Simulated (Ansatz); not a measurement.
Cs2KYBr6:
```
CELL_PARAMETERS angstrom
      0.00000     5.88491     5.88491
      5.88491     0.00000     5.88491
      5.88491     5.88491     0.00000
ATOMIC_POSITIONS crystal
  K  0.50000 0.50000 0.50000
  Cs 0.75000 0.75000 0.75000
  Cs 0.25000 0.25000 0.25000
  Y  0.00000 0.00000 0.00000
  Br 0.76393 0.23607 0.23607
  Br 0.23607 0.76393 0.76393
  Br 0.23607 0.76393 0.23607
  Br 0.76393 0.23607 0.76393
  Br 0.23607 0.23607 0.76393
  Br 0.76393 0.76393 0.23607
```

Relaxed with r²SCAN.

Problem. Map the electron localisation function on the plane through (0.500, 0.500, 0.500) spanned by u = [1, 0, 0] and v = [-1, 1, 1] in lattice vectors, from the program Ansatz at the r²SCAN level (PAW).

Solution. x is the fraction of u, y of v (the angle between them is 90°; rows are the nearest grid lines); atoms in the plane: K at (0.00, 0.00), Cs at (0.50, 0.25), Cs at (0.50, 0.75), Y at (0.00, 0.50), Br at (0.00, 0.74), Br at (0.00, 0.26).
```
|5799972000000000000000000000000002799975|
|9999840000000000000000000000000000489999|
|9886310000000000000000000000000000136889|
|0000000000000001356776531000000000000000|
|9998876310000368999999998630000136788999|
|2479998740002699995115999962000478999742|
|0028999741002799982002899972001479998200|
|1379998740001589999889999851000478999731|
|9998875200000025789999875200000025788999|
|1110000000000000001221000000000000000111|
|8763100000000000000000000000000000013678|
|7899830000000000000000000000000000389987|
|7899830000000000000000000000000000389987|
|8763100000000000000000000000000000013678|
|1110000000000000001221000000000000000111|
|9998875200000025789999875200000025788999|
|1379998740001589999889999851000478999731|
|0028999741002799982002899972001479998200|
|2479998740002699995115999962000478999742|
|9998876310000368999999998630000136788999|
|0000000000000001356776531000000000000000|
|9886310000000000000000000000000000136889|
|9999840000000000000000000000000000489999|
|5799972000000000000000000000000002799975|
```
Scale: ten equal steps from 0.001 (start of '0') to 0.899 (end of '9'), in the order '0123456789'; x runs from 0.000 to 1.00, y from 0.000 (bottom) to 1.00 (top).

The density is the valence pseudo-density with augmentation charge, so density and ELF within about 1 Å of a nucleus are not all-electron values.

Space group Fm-3m. The workflow started from a Materials Project entry (that database holds measured and hypothetical structures alike); the Crystallography Open Database copy checked does not list it. Its standing as an ambient phase is unchecked. The r²SCAN relaxation kept the symmetry of its start; its stability against distortions is not shown here. No spin polarisation was allowed. Scalar-relativistic: spin–orbit coupling is off unless named, which matters more the heavier the elements.

Potentials: the later of the program's two PAW sets.
